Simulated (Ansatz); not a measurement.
CaPt5:
```xyz
6
Lattice="5.3525 0.0000 0.0000 -2.6763 4.6354 0.0000 0.0000 0.0000 4.3859" Properties=species:S:1:pos:R:3 pbc="T T T"
Ca     0.0000     0.0000     0.0000
Pt     0.0000     3.0903     0.0000
Pt     2.6763     1.5451     0.0000
Pt     2.6763     0.0000     2.1930
Pt     1.3381     2.3177     2.1930
Pt    -1.3381     2.3177     2.1930
```

Relaxed with r²SCAN. Special points in fractions of this cell's reciprocal vectors: Γ (0.000, 0.000, 0.000); M (0.500, 0.000, 0.000); K (0.333, 0.333, 0.000); A (0.000, 0.000, 0.500); L (0.500, 0.000, 0.500); H (0.333, 0.333, 0.500).

**Question.** List the band energies nearest the Fermi level at these points for DFT-r²SCAN in the program Ansatz with PAW potentials.

**Answer.** In eV from the Fermi level; about four levels below and three above (degenerate sets whole), none deeper than 8.9 eV; points with the same levels are listed once.

```json
[
 {"k": "Γ", "below": "-1.51 -1.51 -1.03 -1.03", "above": "0.70 0.70 0.89"},
 {"k": "M", "below": "-1.57 -1.48 -1.43 -1.08", "above": "0.71 1.15 2.57"},
 {"k": "K", "below": "-1.20 -1.14 -1.14 -0.31", "above": "0.70 3.48 4.09 4.09"},
 {"k": "A", "below": "-1.45 -1.45 -0.65 -0.65 -0.50", "above": "0.74 0.74 0.89"},
 {"k": "L", "below": "-0.74 -0.74 -0.32 -0.13", "above": "0.73 1.05 2.76"},
 {"k": "H", "below": "-1.24 -1.24 -1.00 -0.23 -0.23", "above": "0.79 0.79 1.62"}
]
```

Space group P6/mmm. The workflow started from a Materials Project entry (that database holds measured and hypothetical structures alike); the Crystallography Open Database copy checked does not list it. Its standing as an ambient phase is unchecked. The r²SCAN relaxation kept the symmetry of its start; its stability against distortions is not shown here. The run is not spin-polarised. Spin–orbit coupling is left out wherever it is not named.

Potentials: the later of the program's two PAW sets.
